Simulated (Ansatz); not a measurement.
AlAs:
```
CELL_PARAMETERS angstrom
      4.02257     0.00000     0.00000
     -2.01128     3.48365     0.00000
      0.00000     0.00000     9.00720
ATOMIC_POSITIONS crystal
  Al 0.50000 0.00000 0.00000
  Al 0.00000 0.50000 0.66667
  Al 0.50000 0.50000 0.33333
  As 0.50000 0.00000 0.50000
  As 0.00000 0.50000 0.16667
  As 0.50000 0.50000 0.83333
```

This is the PBE-relaxed structure.

Q: All from the program Ansatz at the PBE level (PAW), unless another level is named. Estimate the formation energy from the elements (no fitted shifts).

A: -0.30 eV/atom.

Q: Give the hole effective mass.

A: 0.054, 2.6, 2.6 mₑ (principal values).

Q: And the weight of the conduction-edge state by species (Voronoi cells)?

A: Al 59 %, As 41 %.

Space group P6_222. A made-up cell: these elements were put on the sites of a structure type; neither database checked (COD, Materials Project) lists it. It is not the phase usual at ambient conditions (space group No. 216). The cell was relaxed with PBE under the symmetry of its start; its stability against distortions is not shown here. The references are the lowest solids computed at this level, not always the standard phases. Scalar-relativistic: spin–orbit coupling is off unless named, which matters more the heavier the elements.

Potentials: the later of the program's two PAW sets.

Edges and masses are those of Kohn–Sham bands, whose gap is no quasiparticle gap.
